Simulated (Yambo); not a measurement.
Yambo run on Cd3ZnS4 (space group P-43m, No. 215). The wavefunctions are PBEsol (pw.x of Quantum ESPRESSO, ONCV potentials, no spin-orbit coupling) ones on a 2×2×2 mesh (52 occupied bands); a = b = c = 5.7595 Å, α = β = γ = 90.00°.

Yambo input:

```
rim_cut
HF_and_locXC
RandQpts= 1000000
RandGvec= 1 Ry
EXXRLvcs= 102 Ry
VXCRLvcs= 408 Ry
% QPkrange
 1 | 1 | 52 | 53 |
 2 | 2 | 52 | 53 |
 3 | 3 | 52 | 53 |
 4 | 4 | 52 | 53 |
%
```

k points by index: 1 = Γ, 2 = X, 3 = M, 4 = R.

Table of the .hf output:

```
#    K-point    Band    Eo [eV]    Ehf [eV]    Vxc [eV]    Vnlxc [eV]
#
    1    52    0.000000    -3.085667    -15.42630    -18.51196
    1    53    1.134778    5.265178    -10.95430    -6.823896
    2    52    -0.871567    -4.122238    -14.18120    -17.43187
    2    53    3.565071    7.868992    -11.60126    -7.297342
    3    52    -0.473620    -3.608459    -14.42006    -17.55490
    3    53    3.848213    8.548144    -11.85876    -7.158825
    4    52    -0.554476    -3.778637    -14.56853    -17.79269
    4    53    2.778178    7.063976    -10.86719    -6.581394
```
Exchange alone, without screening.

Geometry of the Materials Project entry, not relaxed at this level.

The structure is a Materials Project entry; no match was found in the copy of COD used, and its stability was not checked.
